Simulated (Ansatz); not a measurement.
SiGe in space group Pmma (No. 51; Si on 2e, Ge on 2f) under volume change, plane-wave PAW PBEsol (Ansatz code), shape and atoms relaxed at each volume.

```tsv
V (Å³/atom)	E − E(relaxed) (meV/atom)	P (GPa)
19.374	51.9	9.45
20.013	21.7	5.77
20.651	5.1	2.65
21.290	0.0	0.00
21.929	4.6	-2.25
22.567	17.5	-4.15
23.206	37.3	-5.75
```

Q: What does a third-order Birch–Murnaghan fit give for V₀, B₀ and B′?

A: V₀ = 21.29 Å³/atom, B₀ = 81.0 GPa, B′ = 4.5.

The start of the workflow was typed in or built on a structure type; neither database checked (COD, Materials Project) lists it. Its standing as an ambient phase is unchecked. The PBEsol relaxation kept the symmetry of its start; of distortions, only those at the zone centre were tested.

Potentials: the later of the program's two PAW sets.
